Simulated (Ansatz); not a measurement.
**GaSb3: moving Ga off its site**

GaSb3, Fm-3m, a = 7.171 Å (as given, not relaxed at this level: 0.5 GPa). The structure is a Materials Project entry; whether it is the stable form wasn't checked. Ansatz: PBEsol+D3(BJ), PAW, 420 eV, Γ-centred 12×12×12 mesh on 4 atoms, Gaussian smearing 0.15 eV; no spin polarisation.

```
Ga Sb
1.0
     0.00000    3.58550    3.58550
     3.58550    0.00000    3.58550
     3.58550    3.58550    0.00000
Ga Sb
1 3
Direct
  0.00000 0.00000 0.00000
  0.25000 0.25000 0.25000
  0.75000 0.75000 0.75000
  0.50000 0.50000 0.50000
```

Atom 1 (Ga) moves by x along the unit vector (0.000, 0.000, -1.000), with its periodic images; all else is held. y is the free energy of the cell over the start, F the force along the path summed over the moved atoms. Symmetry makes y even in x.

```
 x (Å) y (meV) F (eV/Å)
-0.300     95.4      0.64
-0.100        ?         ?
 0.000      0.0      0.00
 0.150     23.6     -0.32
 0.200     42.0     -0.42
 0.250     66.0     -0.53
```

Task: Fit y = c2 x² + c4 x⁴ to the energies of the other rows, give the force constant, and predict energy and force of the missing row.

Result: Least squares on the rows shown. y = 1044 x² + 177.2 x⁴. The force constant is 2 c2 = 2.09 eV/Å² (for all images moving together, not for a lone atom). The force −dy/dx at the missing row is 0.21 eV/Å (computed 0.21). At x = -0.100 the fit asked for gives 10.5 meV. The run gave 10.4 meV, so the fit is 0.1 meV too high, a small miss on the scale of the series.

Cost: 6 runs of about 3.7 core-minutes in all, on Arm Neoverse V2 (shared hosts).